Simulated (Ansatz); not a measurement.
CsCl (CsCl type)

```
CsCl
1.0
    4.06815     0.00000     0.00000
    0.00000     4.06815     0.00000
    0.00000     0.00000     4.06815
Cs Cl
1 1
Direct
  0.00000   0.00000   0.00000
  0.50000   0.50000   0.50000
```

The slice is a {100} plane (indices of the conventional cell) through the point (0.500, 0.500, 0.500) (fractional), spanned by u = [100] and v = [010] in vectors of this cell: u (4.07 Å) and v (4.07 Å, at 90° to u). It covers one period; positions are fractions (u, v).

Computed with PBEsol (plane waves to 420 eV, PAW, scalar-relativistic; Ansatz, an electronic-structure program). k mesh 8×8×8. Inside the PAW spheres the values are not all-electron values, and peaks at nuclei hang on which shells count as valence. CsCl was relaxed with its symmetry unable to fall.

Question: Sketch the valence electron density on this plane as a map.

Answer: 
```
|789999876554445567899998|
|999998876554445567889999|
|999998766544444566789999|
|999987765544444556778999|
|998877665544444556677889|
|888776655444444455667788|
|777666554444444445566677|
|666655544444444444555666|
|555555444444444444455555|
|555444444444444444444455|
|444444444444444444444444|
|444444444444444444444444|
|444444444444444444444444|
|555444444444444444444455|
|555555444444444444455555|
|666655544444444444555666|
|777666554444444445566677|
|888776655444444455667788|
|998877665544444556677889|
|999987765544444556778999|
|999998766544444566789999|
|999998876554445567889999|
|789999876554445567899998|
|079999876554445567899997|
```
Scale: ten equal steps from -3.00 (start of '0') to 0.25 (end of '9'), in the order '0123456789'. Values: log₁₀ of the valence density in e/Å³. The map has 24 points along u (one character each, u = 0 at the left) and 24 along v (v = 0 in the bottom row). The scale is logarithmic, as a density can span decades between atoms and voids; values under 0.001 e/Å³ are set to 0.001.
